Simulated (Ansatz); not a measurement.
HfSi2 in space group Cmcm (No. 63; Si on 4c, Si on 4c, Hf on 4c), the program Ansatz at the PBEsol level (PAW), all energies at zero smearing, with the estimated change up to a 700 eV cutoff added, with one set of potentials and settings (totals compare only within such a set). Cell of 6 atoms (4 Si, 2 Hf): -33686.009 eV.

| element | reference phase | E (eV/atom) |
|---|---|---|
| Si | Fd-3m, 2 atoms in the cell | -621.4920 |
| Hf | P6_3/mmc, 2 atoms in the cell | -15598.0268 |

Formation energy per atom, worked out: (-33686.009 − 4×(-621.4920) − 2×(-15598.0268))/6 = -0.664 eV/atom (-64 kJ per mol of atoms), at 0 K, without zero-point energy or fitted corrections.

The PBEsol relaxation kept the symmetry of its start. The run is not spin-polarised. The references are the lowest solids computed at this level, not always the standard phases. Spin–orbit coupling is left out wherever it is not named.

Potentials: the later of the program's two PAW sets.
